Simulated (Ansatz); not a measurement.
An Ansatz (a first-principles code) run. Input:

Ansatz 0.2 input:
```yaml
crystal:
  lattice:
    - [4.6287177885, 0.0, 0.0]
    - [-2.3143588942, 4.0085871918, 0.0]
    - [0.0, 0.0, 15.1829724167]
  atoms:
    - { symbol: In, position: [0.6666666667, 0.3333333333, 0.9999307135] }
    - { symbol: Sb, position: [0.6666666667, 0.3333333333, 0.1876741751] }
    - { symbol: In, position: [0.0, 0.0, 0.2503421918] }
    - { symbol: Sb, position: [0.0, 0.0, 0.4370529198] }
    - { symbol: In, position: [0.3333333333, 0.6666666667, 0.4999307135] }
    - { symbol: Sb, position: [0.3333333333, 0.6666666667, 0.6876741751] }
    - { symbol: In, position: [0.0, 0.0, 0.7503421918] }
    - { symbol: Sb, position: [0.0, 0.0, 0.9370529198] }
kpoints:
  mp_grid: { grid: [10, 10, 3] }
hamiltonian:
  xc: r2scan
  pseudopotentials: { kind: paw }
scf:
  occupations: { method: gaussian, width: 0.05 }
checkpoint: { read: metal.run }
output: { write_density: true, elf: true, volumetric_format: npy }
basis: { fft_grid_basis: typed }
```

Output (shortened):

```
Pseudopotentials: kind: paw
Pseudopotential: In, paw, valence charge 13
Pseudopotential: Sb, paw, valence charge 15
Functional definition: r2SCAN
Crystal: 8 atoms, lattice volume = 281.714 Å³
Basis set: ecut = 500 eV, 7213 PW (Γ), exchange–correlation on 144×144×480 points (64 copies of the dense FFT grid, shifted against one another)
Bands: 68, of which v1, the nominal top of the filled ones, is band 56 counted from 1 (55 counted from 0)
Symmetry: 12 space group operations
Space group: P63mc (ITA 186), of the structure as read, at distance tolerance 6.6e-5 Å
k-points: 28 of 300 (time reversal used)
PAW frozen core: In, regenerated for the run's functional
PAW frozen core: Sb, regenerated for the run's functional
Initial density: read from a saved state, or passed on in memory by an earlier SCF of this step, an earlier step, the calling program or the single point that …
Stability of the state it starts from, as read at its close in the unpolarized treatment …
Initial wavefunctions: pseudopotential atomic-orbital guess
Eigensolver: davidson
Functional: x = r2scan, c = r2scan; τ floored in thin density (d = 2e-4 eV/Å³)
iter 1 solved again at ethr=1.52e-7 eV; its pass at ethr=3.10e-3 eV (dr2=1.71e-4 eV) is discarded
SCF iter   1: F=—  HF=-48445.727806 eV  |F-HF|=—  |Δ(HF+E_count)|=         —  Δρ=9.85e-7  dr2=1.37e-9  dr2_τ=6.53e-11  ethr=1.52e-7  ⟨swp⟩=3.0  Hψ=12999  notcnv=0
all-band conjugate gradients solve this SCF's bands
preconditioner: auto → Kerker (q_TF=auto, 2.340 Å⁻¹)
SCF iter   2: F=—  HF=-48445.727754 eV  |F-HF|=—  |Δ(HF+E_count)|=   5.14e-5  Δρ=5.26e-7  dr2=4.10e-10  dr2_τ=7.22e-11  ethr=1.22e-12  ⟨swp⟩=9.6  Hψ=9262  notcnv=0
SCF iter   3: F=-48445.727754 eV  HF=-48445.727754 eV  |F-HF|=1.60e-10  |Δ(HF+E_count)|=  1.31e-10  Δρ=3.31e-7  dr2=1.73e-10  dr2_τ=8.66e-12  ethr=1.00e-12  ⟨swp⟩=1.0  Hψ=3920  notcnv=0
SCF 1 converged in 3 iterations: F = -48445.727754 eV  dr2 = 1.73e-10
SCF converged after 3 iterations
Free energy (F): -48445.727754 eV
Harris-Foulkes:  -48445.727754 eV  (|F-HF|=1.60e-10)
Internal energy: -48445.727535 eV  (E = F + TS)
E sigma→0 (E₀):  -48445.727645 eV
Entropy (-TS):   -0.000219 eV (-0.027 meV/atom)
Fermi energy:    6.812915 eV
--- Per-component energies (eV) ---
  E_band       = -1158.284873
  E_kinetic    = 1795.697355
  E_local      = -13002.362509  (includes V_loc(G=0)·N_el)
  E_nonlocal   = 2925.691682
  E_hartree    = 5594.261044
  E_xc         = -1310.342213
  E_vxc        = -834.294354  (∫ρ·V_xc dr)
  E_paw        = -35151.076955  (= ΣΔE_a)
  E_vpaw       = -3288.948643  (= ΣTr[D̂ρ^β])
  E_aug_tail   = 0.000028  (compensation charges beyond the density's cutoff)
  E_vtau       = 57.410272  (kinetic-family band-sum trace: ∫τ·v_τ [+ j·A + Jᵃ·Aᵃ] dr)
  E_ewald      = -9303.482298
  E_core_change = 5.886331  (= ΣΔE_core)
  E_smearing   = -0.000219  (= −TS)
  E_closure    = 0.000000  (closes the sum)
  Σ components = -48445.727754   (vs F -48445.727754, Δ=0.00e0)
  [band-id]    e_kinetic+e_local+e_nonlocal+2·e_hartree+e_vxc+e_vpaw+e_augmentation_tail+e_vtau = -1158.284081   (vs E_band -1158.284873, Δ=7.91e-4)
--- Band table (eV; the first three rows and the last of 28) ---
  k-point 0: bands = ["-22.4677", "-22.4677", "-22.4652", "-22.4652", "-22.4652", "-22.4652", "-22.4620", "-22.4620", "-22.4613", "-22.4613", "-22.4613", "-22.4613", "-22.4472", "-22.4472", "-22.4472", "-22.4472", "-22.4427", "-22.4427", "-22.4426", "-22.4426", "-8.3574", "-8.3377", "-8.3336", "-8.3136", "-8.3128", "-8.3128", "-8.3064", "-8.3064", "-8.3025", "-8.3025", "-8.2965", "-8.2965", "-8.2318", "-8.2318", "-8.2316", "-8.2316", "-8.2281", "-8.2281", "-8.2273", "-8.2273", "-4.1418", "-3.6082", "-3.5995", "-2.7892", "1.1517", "3.1366", "3.1635", "5.7538", "5.7538", "6.1701", "6.1701", "6.2062", "6.2062", "6.6999", "6.7820", "6.7820", "6.8235", "7.4540", "7.7795", "8.0153", "9.9271", "9.9271", "10.0583", "10.4767", "10.4767", "10.8371", "10.8371", "11.1474"]
  k-point 1: bands = ["-22.4677", "-22.4677", "-22.4652", "-22.4652", "-22.4652", "-22.4652", "-22.4620", "-22.4620", "-22.4613", "-22.4613", "-22.4613", "-22.4613", "-22.4472", "-22.4472", "-22.4472", "-22.4472", "-22.4427", "-22.4427", "-22.4426", "-22.4426", "-8.3545", "-8.3467", "-8.3245", "-8.3166", "-8.3117", "-8.3117", "-8.3089", "-8.3089", "-8.3001", "-8.3001", "-8.2975", "-8.2975", "-8.2317", "-8.2317", "-8.2316", "-8.2316", "-8.2279", "-8.2279", "-8.2275", "-8.2275", "-4.0783", "-3.8931", "-3.2526", "-2.9299", "1.4268", "2.1487", "4.3137", "5.5514", "5.8063", "5.8063", "5.9576", "5.9576", "6.4557", "6.4557", "6.6865", "6.6865", "7.5051", "7.6485", "7.7250", "8.0685", "10.0422", "10.0422", "10.1275", "10.3021", "10.3021", "10.6920", "10.9463", "10.9463"]
  k-point 2: bands = ["-22.4677", "-22.4676", "-22.4653", "-22.4653", "-22.4651", "-22.4651", "-22.4619", "-22.4619", "-22.4613", "-22.4613", "-22.4612", "-22.4612", "-22.4472", "-22.4472", "-22.4471", "-22.4471", "-22.4427", "-22.4426", "-22.4426", "-22.4425", "-8.3605", "-8.3414", "-8.3391", "-8.3173", "-8.3117", "-8.3108", "-8.3040", "-8.3026", "-8.3002", "-8.3001", "-8.2940", "-8.2940", "-8.2336", "-8.2327", "-8.2315", "-8.2307", "-8.2296", "-8.2284", "-8.2278", "-8.2266", "-4.0600", "-3.5322", "-3.5236", "-2.7245", "1.1718", "3.0562", "3.0823", "5.0543", "5.4638", "5.5724", "5.5824", "5.6975", "6.0302", "6.0518", "6.5905", "6.6674", "7.8213", "8.1147", "8.3724", "8.6151", "9.8522", "10.1026", "10.1653", "10.3010", "10.5631", "10.7721", "11.0450", "11.0886"]
  k-point 27: bands = ["-22.4668", "-22.4668", "-22.4653", "-22.4652", "-22.4648", "-22.4648", "-22.4612", "-22.4612", "-22.4610", "-22.4610", "-22.4606", "-22.4606", "-22.4469", "-22.4469", "-22.4466", "-22.4466", "-22.4424", "-22.4424", "-22.4421", "-22.4421", "-8.3774", "-8.3755", "-8.3709", "-8.3695", "-8.2905", "-8.2893", "-8.2846", "-8.2845", "-8.2812", "-8.2810", "-8.2768", "-8.2763", "-8.2373", "-8.2372", "-8.2341", "-8.2338", "-8.2316", "-8.2312", "-8.2276", "-8.2269", "-2.4938", "-2.4355", "-2.2886", "-2.2413", "1.0272", "1.0509", "1.2067", "1.3559", "3.5359", "3.5435", "4.0286", "4.0957", "4.4639", "4.8763", "5.0799", "5.1734", "8.8833", "9.0180", "9.0901", "9.9986", "10.5174", "10.7608", "11.4926", "11.5808", "11.7299", "11.9077", "12.1617", "12.5422"]
  band table: 68 of 68 bands, residual norms ≤ 1.0e-3 eV
```

Cost: about 50 core-seconds (a rough figure) on shared cores.

Space group P6_3mc. The start of the workflow was typed in or built on a structure type; neither database checked (COD, Materials Project) lists it. It is not the phase usual at ambient conditions (space group No. 216). Symmetry was held in the r²SCAN relaxation; whether a distortion lowers the energy is not shown. Scalar-relativistic: spin–orbit coupling is off unless named, which matters more the heavier the elements.

Potentials: the later of the program's two PAW sets.

Ansatz is a plane-wave DFT program.
